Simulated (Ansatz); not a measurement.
With HSE06 (plane waves, PAW; program Ansatz), ZnS in the 4H polytype structure (P6_3mc) relaxes to a = 3.835 Å, c = 12.542 Å. Zn on 2a has 4 nearest neighbours from 2.35 Å (tetrahedral); Zn on 2b has 4 nearest neighbours from 2.35 Å (tetrahedral); S on 2a has 4 nearest neighbours from 2.35 Å (tetrahedral); S on 2b has 4 nearest neighbours from 2.35 Å (tetrahedral).

It is gapped at this level: 3.32 eV (direct). The valence maximum lies at Γ and the conduction minimum at Γ.

An equation-of-state fit gives a bulk modulus of 74.8 GPa. Bader charges are Zn +0.98, S -0.98 e.

The HSE06 relaxation kept the symmetry of its start. The hybrid was solved on a coarse mesh, the path and, where they were found, the r²SCAN edge points; its band edges are the extreme levels among these.

Potentials: the later of the program's two PAW sets.
